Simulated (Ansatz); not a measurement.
Values for one crystal, relaxed and computed with r²SCAN (plane waves, PAW; program Ansatz); other levels are named.

| Quantity | Result |
|---|---|
| Volume per atom | 13.30 Å³ |
| Electronic character | metallic (no gap) |
| Density of states at the Fermi level | 0.62 states/eV per atom (mean over ±0.08 eV) |
| Formation energy from the elements (no fitted shifts) | -0.60 eV/atom |

Question: Which compound is it?
A. YAlSi, Cmcm (Y on 4c, Al on 4a, Si on 4c)
B. LaMg2Si2, P4/mmm (La on 1a, Mg on 2e, Si on 2h)
C. YSiNi4, Cmmm (Y on 2a, Si on 2c, Ni on 4i, Ni on 4f)
D. ZrSiRu, P-62m (Zr on 3g, Si on 1b, Si on 2c, Ru on 3f)

Answer: C, YSiNi4, Cmmm (Y on 2a, Si on 2c, Ni on 4i, Ni on 4f)

The workflow started from a Materials Project entry (that database holds measured and hypothetical structures alike); the Crystallography Open Database copy checked does not list it. Its standing as an ambient phase is unchecked. The cell was relaxed with r²SCAN under the symmetry of its start; its stability against distortions is not shown here. The run is not spin-polarised. The references are the lowest solids computed at this level, not always the standard phases. Spin–orbit coupling is left out wherever it is not named.

Potentials: the later of the program's two PAW sets.
